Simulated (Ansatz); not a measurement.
Starting cell, Y (hcp, Mg type):

```
Y
1.0
    7.36515     0.00000     0.00000
   -1.84129     3.18920     0.00000
    0.00000     0.00000     5.69848
Y
4
Direct
  0.16667   0.66667   0.75000
  0.66667   0.66667   0.75000
  0.33333   0.33333   0.25000
  0.83333   0.33333   0.25000
```

In this cell atom 2 (Y, nearest neighbour Y at 3.555 Å; its periodic images, 3.7 Å or more away, move with it) is moved by s along Cartesian x, unit vector (1.000, 0.000, 0.000); all other atoms and the cell stay fixed.

Method: r2SCAN (plane waves to 500 eV, PAW, scalar-relativistic; Ansatz, a first-principles code). k mesh 6×12×7 (Γ-centred), Fermi-Dirac smearing 0.05 eV. The energy includes the smearing's −TS. With partly filled bands, energies and forces of such displacements shift with the k mesh and the smearing. F⊥ is the part of the force across the line. Y is run without spin polarisation. Y was relaxed with its symmetry unable to fall. ΔE is measured from the undisplaced structure.

### Question
Predict the ΔE (meV/cell) and |F⊥| (eV/Å) at s (Å) = -0.568, -0.426, -0.284, 0.426, 0.710.

### Answer
| s (Å) | ΔE (meV/cell) | |F⊥| (eV/Å) |
|---|---|---|
| -0.568 | 529 | 0.421 |
| -0.426 | 300 | 0.272 |
| -0.284 | 134 | 0.160 |
| 0.426 | 292 | 0.060 |
| 0.710 | 777 | 0.049 |

(For displaced atoms, the force is minus the slope of the energy, and its curvature is a force constant, which sets phonon frequencies.)
